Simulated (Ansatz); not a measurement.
Relaxation of a relaxed NbP cell deformed by the Cartesian strain tensor (xx, yy, zz, yz, xz, xy) = (0.110, 0.021, -0.074, -0.026, -0.021, -0.037); 4 atoms in the cell, which starts as P1 (No. 1), aP4; a = 3.394 Å, b = 3.688 Å, c = 5.612 Å, α = 105.71°, β = 103.33°, γ = 93.96°. Computed with PBEsol (plane waves to 420 eV, PAW, scalar-relativistic; Ansatz, a program for electronic structure). Γ-centred k-mesh 7×7×10 on the run's cell (coarser than for final values), Fermi–Dirac smearing 0.05 eV. This is the first round of the run. 

The optimiser's lines from the output (shortened; P is positive under compression):

```
relax step   1: F+E_penalty+E_count = -10474.35643790 eV  Δ(F+E_penalty+E_count) = +0.000e0 eV  max|allowed force component| = 1.111e0 eV/Å  Δτ_max = 0.0000 Å  P = -6.790 GPa  Ω = 65.148 Å³  (6 SCF iters, dr2 threshold 1.00e-7 eV, accepted)
relax step   2: F+E_penalty+E_count = -10475.06359041 eV  Δ(F+E_penalty+E_count) = -7.072e-1 eV  max|allowed force component| = 2.349e-1 eV/Å  Δτ_max = 0.0277 Å  P = -2.818 GPa  Ω = 62.842 Å³  (6 SCF iters, dr2 threshold 4.00e-7 eV, accepted)
relax step   3: F+E_penalty+E_count = -10475.36883890 eV  Δ(F+E_penalty+E_count) = -3.052e-1 eV  max|allowed force component| = 2.687e-1 eV/Å  Δτ_max = 0.0119 Å  P = +1.525 GPa  Ω = 61.541 Å³  (7 SCF iters, dr2 threshold 4.00e-7 eV, accepted)
relax step   4: F+E_penalty+E_count = -10475.41239312 eV  Δ(F+E_penalty+E_count) = -4.355e-2 eV  max|allowed force component| = 5.874e-2 eV/Å  Δτ_max = 0.0221 Å  P = +0.804 GPa  Ω = 61.965 Å³  (6 SCF iters, dr2 threshold 4.00e-7 eV, accepted)
relax step   5: F+E_penalty+E_count = -10475.41336027 eV  Δ(F+E_penalty+E_count) = -9.671e-4 eV  max|allowed force component| = 9.170e-3 eV/Å  Δτ_max = 0.0027 Å  P = -0.024 GPa  Ω = 62.219 Å³  (6 SCF iters, dr2 threshold 4.00e-7 eV, accepted)
relax step   6: F+E_penalty+E_count = -10475.41337020 eV  Δ(F+E_penalty+E_count) = -9.935e-6 eV  max|allowed force component| = 4.996e-4 eV/Å  Δτ_max = 0.0004 Å  P = +0.002 GPa  Ω = 62.211 Å³  (6 SCF iters, dr2 threshold 1.28e-8 eV, accepted)
relax step   7: F+E_penalty+E_count = -10475.41455106 eV  Δ(F+E_penalty+E_count) = -1.181e-3 eV  max|allowed force component| = 7.645e-4 eV/Å  Δτ_max = 0.0000 Å  P = +0.039 GPa  Ω = 62.211 Å³  stress off target by 1.17e-1 GPa  SCF on the basis re-selected at this cell (its energy is not comparable with the rows above)  (7 SCF iters)
relax step   8: F+E_penalty+E_count = -10475.41456084 eV  Δ(F+E_penalty+E_count) = -9.778e-6 eV  max|allowed force component| = 4.912e-4 eV/Å  Δτ_max = 0.0004 Å  P = +0.001 GPa  Ω = 62.226 Å³  (6 SCF iters, dr2 threshold 3.44e-8 eV, accepted)
relax step   9: F+E_penalty+E_count = -10475.41456392 eV  Δ(F+E_penalty+E_count) = -3.079e-6 eV  max|allowed force component| = 4.910e-4 eV/Å  Δτ_max = 0.0000 Å  P = +0.001 GPa  Ω = 62.226 Å³  stress off target by 3.72e-3 GPa  SCF on the basis re-selected at this cell (its energy is not comparable with the rows above)  (7 SCF iters)
```

From the first to the last row the energy changes by -0.26 eV/atom and the volume by -4.5 %. The last row is marked as not comparable with the walk above it, whose basis was carried along; it does compare with step 1, since both stand on a basis selected at the nominal cutoff for their own cell.

Later rounds, restarted from the end of this one on a renewed k-mesh, logged 3 more steps and released under 0.01 eV/atom more. The final structure after all rounds: I4₁md (No. 109), tI8; a = b = 3.3206 Å, c = 11.2863 Å, α = β = γ = 90.00°. Between re-selections the logged energies stand on a plane-wave basis carried along with the cell. No spin polarisation in the result.

The first start was generated by placing the elements on the sites of a structure type. Materials Project lists a structure of NbP in the same space group, I4₁md (No. 109); the sites were not compared with it, nor with measured phases.
